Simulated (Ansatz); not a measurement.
SrFeO₃:
```
SrFeO3
1.0
    3.83431     0.00000     0.00000
    0.00000     3.83431     0.00000
    0.00000     0.00000     3.83431
Sr Fe O
1 1 3
Direct
  0.00000   0.00000   0.00000
  0.50000   0.50000   0.50000
  0.00000   0.50000   0.50000
  0.50000   0.00000   0.50000
  0.50000   0.50000   0.00000
```
The run is spin-polarised; directions of the spins, atom by atom: 0 ↑ 0 0 0.

Relaxed with HSE06.

### Question
Give the Bader charges and basin volumes of the independent atoms, plane-wave PAW HSE06 (Ansatz code).

### Answer


```json
[
 {"atom": "Sr1", "Bader charge (e)": "+1.64", "Bader volume (Å³)": "14.8"},
 {"atom": "Fe2", "Bader charge (e)": "+1.98", "Bader volume (Å³)": "6.6"},
 {"atom": "O3", "Bader charge (e)": "-1.21", "Bader volume (Å³)": "11.7"}
]
```

Space group Pm-3m (cubic perovskite). The workflow started from a Materials Project entry (that database holds measured and hypothetical structures alike); the Crystallography Open Database copy checked does not list it. Whether it is the stable phase at ambient conditions was not checked. Symmetry was held in the HSE06 relaxation; its stability against distortions is not shown here. The final state is ferromagnetic, chosen from 4 collinear starts compared on coarse meshes with r²SCAN (ties went to the first, and starts can fall back to one state), not a proven ground state. Other orbital occupations within this spin state were not tried.

Potentials: the later of the program's two PAW sets.
